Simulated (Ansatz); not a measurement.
La$_{2}$O$_{3}$:
```cif
data_La2O3
_chemical_formula_sum 'La2 O3'
_space_group_name_H-M_alt 'P-3m1'
_space_group_IT_number 164
_space_group_name_Hall '-P 3 2"'
_cell_length_a 3.90604
_cell_length_b 3.90604
_cell_length_c 6.04034
_cell_angle_alpha 90.000
_cell_angle_beta 90.000
_cell_angle_gamma 120.000
loop_
_atom_site_label
_atom_site_type_symbol
_atom_site_symmetry_multiplicity
_atom_site_Wyckoff_symbol
_atom_site_fract_x
_atom_site_fract_y
_atom_site_fract_z
_atom_site_occupancy
La1 La 2 d 0.33333 0.66667 0.24537 1
O1 O 1 a 0.00000 0.00000 0.00000 1
O2 O 2 d 0.66667 0.33333 0.35399 1
```

Relaxed at zero pressure with DFT-PBEsol in the program Ansatz with PAW potentials.

### Question
The volume is lowered by 6 % and shape and atoms relax at that volume. What pressure results, and how do the axes share the change?

### Answer
8.1 GPa; a -0.9 %, b -0.9 %, c -4.2 %; the energy rises by 23 meV/atom.

### Question
Give the new structure.

### Answer

Space group P-3m1 (No. 164); a = 3.8692 Å, b = 3.8692 Å, c = 5.7867 Å, α = 90.00°, β = 90.00°, γ = 120.00°

```json
[
 {"atom": "La", "site": "2d", "symmetry": "3m.", "x": "0.3333", "y": "0.6667", "z": "0.2400"},
 {"atom": "O", "site": "1a", "symmetry": "-3m.", "x": "0.0000", "y": "0.0000", "z": "0.0000"},
 {"atom": "O", "site": "2d", "symmetry": "3m.", "x": "0.6667", "y": "0.3333", "z": "0.3501"}
]
```

The phase is kept; no other phase was compared at this pressure.

The cell was relaxed with PBEsol under the symmetry of its start. Scalar-relativistic: spin–orbit coupling is off unless named, which matters more the heavier the elements.

Potentials: the later of the program's two PAW sets.
